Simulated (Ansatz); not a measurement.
# SrIr₂: a fit and a missing row

SrIr₂, Fd-3m, a = 7.639 Å. The structure is a COD entry; whether it is the stable form wasn't checked. Ansatz: PBEsol, PAW, 420 eV, Γ-centred 8×8×8 mesh on 6 atoms, Gaussian smearing 0.10 eV; no spin polarisation. Symmetry fixes shape and atoms, so the cell is only scaled; pressure is positive in compression.

```
V (Å³/atom) P (GPa)
     16.346    28.94
     16.903    19.74
     17.460    12.00
     18.017     5.49
     18.575     0.02
     19.132    -4.58
     19.689        ?
     20.432   -12.63
```

**Question.** Take V0 = 18.575 Å³/atom, count pressures from its P0 = 0.02 GPa, fit the third-order Birch–Murnaghan form to the other rows, and predict the missing pressure.

**Answer.** With the Eulerian strain f = ½[(V0/V)^(2/3) − 1] and y = (P − P0)/[3f(1 + 2f)^(5/2)], the form is the line y = B0 + 1.5 B0 (B0′ − 4) f. Rows (f, y): 0.04448, 175.1; 0.03245, 173.1; 0.02107, 170.9; 0.01027, 168.7; -0.00975, 165.2; -0.03077, 160.6. Means f = 0.01129, y = 168.93; Σ(Δf)² = 0.003858, ΣΔfΔy = 0.7414; the slope is their ratio. y = 166.8 + 192.2 f GPa, so B0 = 166.8 GPa and B0′ = 4 + 2 × (192.2)/(3 × 166.8) = 4.77. At V = 19.689, f = -0.01904, y = 163.14 and P = -8.44 GPa. The run gave -8.44 GPa, the same to the digits shown.

Spin–orbit coupling is left out, which can shift energies with elements as heavy as these.